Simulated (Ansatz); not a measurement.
GaRu3C (anti-perovskite, space group No. 221) under volume change, r²SCAN (plane waves, PAW; program Ansatz), scaled uniformly.

```
V (Å³/atom)  E − E(relaxed) (meV/atom)     P (GPa)
-----------  -------------------------  ----------
11.610                      (withheld)  (withheld)
11.992                            43.1       19.12
12.375                            10.1        8.74
12.758                             0.0       -0.01
13.141                      (withheld)  (withheld)
13.523                            34.4      -13.62
13.906                            73.4      -18.86
```

Task: Complete the blanks.

Result: 
- 11.610, E − E(relaxed) (meV/atom): 103.0
- 11.610, P (GPa): 31.41
- 13.141, E − E(relaxed) (meV/atom): 9.1
- 13.141, P (GPa): -7.40

Task: What does a third-order Birch–Murnaghan fit give for V₀, B₀ and B′?

Result: V₀ = 12.76 Å³/atom, B₀ = 267 GPa, B′ = 4.7.

Space group Pm-3m (anti-perovskite). The start of the workflow was typed in or built on a structure type; neither database checked (COD, Materials Project) lists it. Whether it is the stable phase at ambient conditions was not checked. The r²SCAN relaxation kept the symmetry of its start; its stability against distortions is not shown here. No spin polarisation was allowed.

Potentials: the later of the program's two PAW sets.
